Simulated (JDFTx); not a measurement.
An input for JDFTx (a modified build) (Si(111) with OH, CANDLE, water, 2 M KCl; bohr, hartree) and the course of its log:

```
lattice \
  7.2740796480 3.6370398240 0.0000000000 \
  0.0000000000 6.2995377755 0.0000000000 \
  0.0000000000 0.0000000000 49.3218518527
coords-type Lattice
ion Si 0.0047643780 0.0046758451 -0.1352718231 0
ion Si 0.3369334957 0.3364583950 -0.1054647231 0
ion Si 0.3333333330 0.3333333330 -0.0150523070 0
ion Si -0.3333333330 0.6666666670 0.0150523070 0
ion Si -0.3369334957 0.6635416050 0.1054647231 0
ion Si -0.0047643780 -0.0046758451 0.1352718231 0
ion O -0.0263016705 -0.0300554079 0.1996775445 0
ion H 0.1126704192 0.0863416845 0.2183200970 0
ion O 0.0263016705 0.0300554079 -0.1996775445 0
ion H -0.1126704192 -0.0863416845 -0.2183200970 0
ion-species pseudo/si_pbe_v1.upf
ion-species pseudo/o_pbe_v1.2.upf
ion-species pseudo/h_pbe_v1.4.upf
elec-cutoff 20 100
elec-ex-corr gga-PBE
coulomb-interaction Slab 001
coulomb-truncation-embed 0 0 0
kpoint-folding 6 6 1
elec-smearing Fermi 0.003
elec-n-bands 25
target-mu -0.109880
electronic-scf nIterations 100 energyDiffThreshold 1e-07
fluid LinearPCM
pcm-variant CANDLE
fluid-solvent H2O
fluid-cation K+ 2
fluid-anion Cl- 2
fluid-minimize nIterations 400 knormThreshold 1e-11
wavefunction read f0.wfns
elec-initial-eigenvals f0.eigenvals
elec-initial-fillings read f0.fillings
fluid-initial-state f0.fluidState
dump-name f0_u0.$VAR
dump End State Ecomponents EigStats BandEigs Forces ElecDensity IonicPositions Fillings Kpoints Dtot FluidDebug BoundCharge FluidDensity
```

```
[one cycle in 5 is shown, and the last three; fluid-solver lines are left out]
	FillingsUpdate:  mu: -0.109880000  nElectrons: 38.477702
SCF: Cycle:  0   G: -53.007644836054936   dG: +4.988e-02   |Residual|: 2.044e-02   |deigs|: 1.022e-08
	FillingsUpdate:  mu: -0.109880000  nElectrons: 38.083402
SCF: Cycle:  5   G: -53.057954595963785   dG: -4.281e-04   |Residual|: 1.790e-03   |deigs|: 4.766e-04
	FillingsUpdate:  mu: -0.109880000  nElectrons: 38.119742
SCF: Cycle: 10   G: -53.057825364662520   dG: -4.713e-04   |Residual|: 1.953e-03   |deigs|: 2.663e-03
	FillingsUpdate:  mu: -0.109880000  nElectrons: 38.406960
SCF: Cycle: 15   G: -53.027369680759172   dG: -3.903e-03   |Residual|: 1.671e-02   |deigs|: 5.428e-04
	FillingsUpdate:  mu: -0.109880000  nElectrons: 38.074818
SCF: Cycle: 20   G: -53.058176393768214   dG: -1.467e-03   |Residual|: 2.207e-03   |deigs|: 1.694e-03
	FillingsUpdate:  mu: -0.109880000  nElectrons: 38.110619
SCF: Cycle: 25   G: -53.057913433167094   dG: -8.789e-04   |Residual|: 1.609e-03   |deigs|: 5.916e-04
	FillingsUpdate:  mu: -0.109880000  nElectrons: 38.141585
SCF: Cycle: 30   G: -53.057925725005852   dG: +1.752e-04   |Residual|: 1.986e-03   |deigs|: 1.395e-03
	FillingsUpdate:  mu: -0.109880000  nElectrons: 38.100837
SCF: Cycle: 35   G: -53.058212428700820   dG: -1.194e-04   |Residual|: 1.794e-03   |deigs|: 2.183e-03
	FillingsUpdate:  mu: -0.109880000  nElectrons: 38.089409
SCF: Cycle: 40   G: -53.058202061286408   dG: -7.401e-06   |Residual|: 1.178e-03   |deigs|: 2.465e-04
	FillingsUpdate:  mu: -0.109880000  nElectrons: 38.360819
SCF: Cycle: 45   G: -53.036876898313402   dG: -2.343e-02   |Residual|: 1.461e-02   |deigs|: 3.116e-03
	FillingsUpdate:  mu: -0.109880000  nElectrons: 38.113957
SCF: Cycle: 50   G: -53.057923727525285   dG: +6.904e-05   |Residual|: 1.512e-03   |deigs|: 3.611e-04
	FillingsUpdate:  mu: -0.109880000  nElectrons: 38.128533
SCF: Cycle: 55   G: -53.057962436116100   dG: -4.413e-05   |Residual|: 1.669e-03   |deigs|: 3.928e-04
	FillingsUpdate:  mu: -0.109880000  nElectrons: 38.148114
SCF: Cycle: 60   G: -53.056299490990739   dG: +1.666e-03   |Residual|: 4.076e-03   |deigs|: 1.116e-03
	FillingsUpdate:  mu: -0.109880000  nElectrons: 38.170963
SCF: Cycle: 65   G: -53.055114185769582   dG: -5.470e-04   |Residual|: 5.210e-03   |deigs|: 2.075e-04
	FillingsUpdate:  mu: -0.109880000  nElectrons: 38.125337
SCF: Cycle: 70   G: -53.057923151665825   dG: -8.879e-06   |Residual|: 1.645e-03   |deigs|: 2.785e-04
	FillingsUpdate:  mu: -0.109880000  nElectrons: 38.139753
SCF: Cycle: 75   G: -53.057915852051345   dG: +2.823e-05   |Residual|: 1.950e-03   |deigs|: 1.940e-04
	FillingsUpdate:  mu: -0.109880000  nElectrons: 38.228645
SCF: Cycle: 80   G: -53.057335714712742   dG: +1.406e-04   |Residual|: 4.861e-03   |deigs|: 8.646e-04
	FillingsUpdate:  mu: -0.109880000  nElectrons: 38.163511
SCF: Cycle: 85   G: -53.057872086749072   dG: -3.048e-03   |Residual|: 2.656e-03   |deigs|: 4.870e-03
	FillingsUpdate:  mu: -0.109880000  nElectrons: 38.125416
SCF: Cycle: 90   G: -53.058041740246516   dG: +1.981e-05   |Residual|: 1.428e-03   |deigs|: 1.769e-04
	FillingsUpdate:  mu: -0.109880000  nElectrons: 38.141796
SCF: Cycle: 95   G: -53.057915720552899   dG: +8.354e-05   |Residual|: 1.930e-03   |deigs|: 5.964e-04
	FillingsUpdate:  mu: -0.109880000  nElectrons: 38.108100
SCF: Cycle: 97   G: -53.058058523593502   dG: -6.574e-06   |Residual|: 1.154e-03   |deigs|: 8.668e-04
	FillingsUpdate:  mu: -0.109880000  nElectrons: 38.109954
SCF: Cycle: 98   G: -53.058060985834636   dG: -2.462e-06   |Residual|: 1.143e-03   |deigs|: 1.779e-04
	FillingsUpdate:  mu: -0.109880000  nElectrons: 38.116470
SCF: Cycle: 99   G: -53.058054899185464   dG: +6.087e-06   |Residual|: 1.213e-03   |deigs|: 5.020e-04
SCF: None of the convergence criteria satisfied after 100 iterations.
IonicMinimize: Iter:   0  G: -53.058054899185464  |grad|_K:  0.000e+00
IonicMinimize: Converged (|grad|_K<1.000000e-04).
```

This run gave no converged result. The electronic loop ended without meeting its threshold, so the last energy, electron count and forces aren't results.
